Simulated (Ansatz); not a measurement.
The start is a generated cell, Li placed in the AFLOW prototype A_oP8_62_2c (A_c). The cell and all atomic positions are relaxed at zero pressure with r2SCAN (plane waves to 500 eV, PAW, scalar-relativistic; Ansatz, an electronic-structure program). First-step values are on the input's coarse k-mesh.

Ansatz input (later rounds restart from its end on a renewed k-mesh):
Ansatz 0.2 input:
```yaml
crystal:
  lattice:
    - [6.8897776, 0, 0]
    - [0, 4.883749, 0]
    - [0, 0, 5.0533308]
  atoms:
    - { symbol: Li, position: [0.464, 0.25, 0.292] }
    - { symbol: Li, position: [0.964, 0.25, 0.208] }
    - { symbol: Li, position: [0.536, 0.75, 0.708] }
    - { symbol: Li, position: [0.036, 0.75, 0.792] }
    - { symbol: Li, position: [0.181, 0.25, 0.658] }
    - { symbol: Li, position: [0.681, 0.25, 0.842] }
    - { symbol: Li, position: [0.819, 0.75, 0.342] }
    - { symbol: Li, position: [0.319, 0.75, 0.158] }
basis: { ecutwfc: 500, ecutrho_ratio: 4, xc_grid: 4, fft_grid_basis: typed }
kpoints: { mp_grid: { grid: [5, 7, 7] } }
hamiltonian:
  xc: r2scan
  dispersion: none
  pseudopotentials: { kind: paw }
scf: { occupations: { method: fermi_dirac, width: 0.05 } }
relax: { f_tol: 0.01, max_steps: 100, cell: { stress_tol: 0.02 } }
output: { forces: true, stress: true }
```

**Question.** How much energy is released per atom?

**Answer.** 0.11 eV/atom.

**Question.** How does the volume per atom move from start to end?

**Answer.** -1.1 %, from 21.25 to 21.03 Å³/atom.

**Question.** How do the shortest distances between atoms change?

**Answer.** The closest pairs of elements (up to four, under 3.6 Å), start → end: Li–Li 2.69 → 3.01 Å.

**Question.** Is the relaxed structure metallic? Give its gap.

**Answer.** No gap (metallic).

Final values are on a 19×19×19 k-mesh of the relaxed cell. No spin polarisation in the result.

The run could not lose the symmetry of its start.
